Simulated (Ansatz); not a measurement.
An Ansatz (a program for electronic structure) run. Input:

Ansatz 0.2 input:
```yaml
crystal:
  lattice:
    - [-2.1225021839, 2.1225021839, 2.1225021839]
    - [2.1225021839, -2.1225021839, 2.1225021839]
    - [2.1225021839, 2.1225021839, -2.1225021839]
  atoms:
    - { symbol: La, position: [0.0, 0.0, 0.0] }
kpoints:
  mp_grid: { grid: [28, 28, 28] }
hamiltonian:
  xc: r2scan
  pseudopotentials: { kind: paw }
scf:
  occupations: { method: fermi_dirac, width: 0.1 }
elastic: { mode: relaxed_ion, stencil: two_point, amplitude: 0.005, f_tol: 0.0005 }
```

Output (shortened):

```
Pseudopotential: La, paw, valence charge 11
Functional definition: r2SCAN
Crystal: 1 atoms, lattice volume = 38.248 Å³
Basis set: ecut = 500 eV, 959 PW (Γ), exchange–correlation on 108×108×108 points (64 copies of the dense FFT grid, shifted against one another)
Bands: 10, of which v1, the nominal top of the filled ones, is band 6 counted from 1 (5 counted from 0)
Symmetry: 48 space group operations
Space group: Im-3m (ITA 229), of the structure as read, at distance tolerance 3.4e-5 Å
k-points: 624 of 21952
the search or the solves at the SCF's close seem to have found levels that the self-consistency loop had missed (the run counts 1) …
SCF 1 converged in 10 iterations: F = -6264.602331 eV  dr2 = 3.62e-14
Crystal: 1 atoms, lattice volume = 38.248 Å³
SCF 2 converged in 2 iterations: F = -6264.602331 eV  dr2 = 1.96e-14
Crystal: 1 atoms, lattice volume = 38.056 Å³
Symmetry: 16 space group operations
k-points: 1639 of 21952
SCF 3 converged in 9 iterations: F = -6264.602222 eV  dr2 = 7.06e-14
Crystal: 1 atoms, lattice volume = 38.439 Å³
SCF 4 converged in 9 iterations: F = -6264.602456 eV  dr2 = 1.96e-14
Crystal: 1 atoms, lattice volume = 38.247 Å³
Symmetry: 8 space group operations
k-points: 3060 of 21952
SCF 5 converged in 10 iterations: F = -6264.602307 eV  dr2 = 1.48e-15
Crystal: 1 atoms, lattice volume = 38.247 Å³
SCF 6 converged in 8 iterations: F = -6264.602307 eV  dr2 = 9.59e-15
SCF converged after 2 iterations
Free energy (F): -6264.602331 eV
Harris-Foulkes:  -6264.602331 eV  (|F-HF|=2.73e-12)
Internal energy: -6264.521777 eV  (E = F + TS)
E sigma→0 (E₀):  -6264.562054 eV
Entropy (-TS):   -0.080554 eV (-80.554 meV/atom)
Fermi energy:    10.800274 eV
--- Per-component energies (eV) ---
  E_band       = -55.597336
  E_kinetic    = 192.297507
  E_local      = -341.515085  (includes V_loc(G=0)·N_el)
  E_nonlocal   = 92.909012
  E_hartree    = 107.066862
  E_xc         = -131.633348
  E_vxc        = -159.928267  (∫ρ·V_xc dr)
  E_paw        = -5436.855670  (= ΣΔE_a)
  E_vpaw       = -61.833236  (= ΣTr[D̂ρ^β])
  E_aug_tail   = 0.000000  (compensation charges beyond the density's cutoff)
  E_vtau       = 8.339008  (kinetic-family band-sum trace: ∫τ·v_τ [+ j·A + Jᵃ·Aᵃ] dr)
  E_ewald      = -746.859567
  E_core_change = 0.068512  (= ΣΔE_core)
  E_smearing   = -0.080554  (= −TS)
  E_closure    = 0.000000  (closes the sum)
  Σ components = -6264.602331   (vs F -6264.602331, Δ=0.00e0)
--- Forces (eV/Å), atoms counted from 1 ---
  atom   1  La     0.00000000     0.00000000     0.00000000
  max |Σ_I F_I| component: 0.0 eV/Å
--- Stress (GPa, compression-positive) ---
        0.098180       0.000000       0.000000
        0.000000       0.098180       0.000000
        0.000000       0.000000       0.098180
  P = ⅓ Tr σ = 0.0982 GPa (0.982 kbar)
--- Band table (eV; the first three rows and the last of 624) ---
  k-point 0: bands = ["-23.3270", "-5.9053", "-5.9053", "-5.9053", "7.4036", "12.4470", "12.4470", "12.4470", "12.5010", "12.5010"]
  k-point 1: bands = ["-23.3245", "-5.9242", "-5.9106", "-5.9056", "7.4454", "12.3248", "12.3261", "12.4651", "12.4985", "12.6015"]
  k-point 2: bands = ["-23.3172", "-5.9794", "-5.9262", "-5.9064", "7.5680", "12.1606", "12.1649", "12.4915", "12.5145", "12.7057"]
  k-point 623: bands = ["-22.9850", "-6.7779", "-6.7779", "-6.7779", "8.7254", "8.7254", "12.6897", "12.8309", "12.8309", "12.8309"]
--- Elastic constants: 2 strain directions × 2 members + reference (group order 48) ---
  dense FFT box of the reference and of every strained cell: 27×27×27
  strains applied: 11, 23; error gains: componentwise 1.00 (the most a stress slope's error grows in a printed constant), spectral 1.73 (1 for all six strains …
  C = ∂σ_k/∂η_j (tension-positive GPa; Voigt order 11 22 33 23 13 12):
        -2.843     39.336     39.336      0.000      0.000      0.000
        39.336     -2.843     39.336      0.000      0.000      0.000
        39.336     39.336     -2.843      0.000      0.000      0.000
         0.000      0.000      0.000      7.858      0.000      0.000
         0.000      0.000      0.000      0.000      7.858      0.000
         0.000      0.000      0.000      0.000      0.000      7.858
  reference stress σ⁰ (GPa):     -0.098     -0.098     -0.098      0.000      0.000      0.000
  moduli (Voigt/Reuss/Hill, GPa): K = 25.28/25.28/25.28   G = -3.72/17.42/6.85   E = 18.85   ν = 0.376
  mechanically stable: NO (min eigenvalue of sym C = -42.18 GPa)
  strain η (Voigt 11):  stress-route row diagonal C_11 = -2.84 GPa, energy-path curvature d²(F+E_count+ΔE)/dδ²/Ω₀ = -2.88 GPa
         δ    σ_11 (GPa)             F (eV)   n_scf  n_hpsi   n_pw
    -5.000e-3      -0.0834       -6264.6022222       9  438458    978   relax 0 steps, max|allowed force component| 0.00e0 eV/Å
     5.000e-3      -0.1118       -6264.6024562       9  428541    990   relax 0 steps, max|allowed force component| 0.00e0 eV/Å
  strain η (Voigt 23):  stress-route row diagonal C_44 = 7.86 GPa, energy-path curvature d²(F+E_count+ΔE)/dδ²/Ω₀ = 7.90 GPa
         δ    σ_23 (GPa)             F (eV)   n_scf  n_hpsi   n_pw
    -5.000e-3      -0.0393       -6264.6023071      10  824839    984   relax 0 steps, max|allowed force component| 0.00e0 eV/Å
     5.000e-3       0.0393       -6264.6023071       8  747937    984   relax 0 steps, max|allowed force component| 0.00e0 eV/Å
```

Cost: around 16 core-minutes (rough) on shared cores.

A made-up cell: these elements were put on the sites of a structure type; the Crystallography Open Database copy checked does not list it. It is not the phase usual at ambient conditions (space group No. 194). Symmetry was held in the r²SCAN relaxation. At this level the phase is mechanically unstable. As this level gives no gap, shear constants depend on the k-mesh and smearing (Fermi–Dirac, 0.1 eV here). Scalar-relativistic: spin–orbit coupling is off unless named, which matters more the heavier the elements.

Potentials: the later of the program's two PAW sets.

Ansatz is a plane-wave DFT program.
